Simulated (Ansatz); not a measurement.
Si3C: rattling a relaxed structure

The structure comes from a generated guess, relaxed at this level; another structure or a mixture of phases may lie lower.

Computed with Ansatz 0.2.0, DFT PBE, scalar-relativistic, plane waves, PAW. Plane waves to 420 eV, a k mesh through Γ of 24×24×6 on the computed 4-atom cell and Gaussian smearing (0.10 eV); no spin polarisation.

The cell below (4 atoms, space group P6/mmm (No. 191)) is relaxed within its symmetry.

```
Si C
1.0
     2.58123    0.00000    0.00000
    -1.29062    2.23541    0.00000
     0.00000    0.00000    8.90055
Si C
3 1
Direct
  0.00000 0.00000 0.71157
  0.00000 0.00000 0.00000
  0.00000 0.00000 0.28843
  0.00000 0.00000 0.50000
```

For the test a repeat of it with 8 atoms (edges 2.58, 2.58, 17.80 Å) was strained at random (σ = 1.5 % a component), the atoms were moved at random (σ = 0.10 Å), and all was relaxed again on a coarse 12×12×2 mesh (in the run’s order of axes) with 0.20 eV smearing, with no symmetry imposed.

Question: Is the structure stable against such a distortion?

Answer: It returns, within 1 meV/atom of the unmoved cell on that mesh and with the same symmetry when read at 0.1 Å. No instability shows in this cell; modes of other wave vectors, which need another repeat, aren't tested. Another cell of Si3C relaxed alike, in P-6m2, lies 285 meV/atom lower, so this cell isn't the stable form at this level.
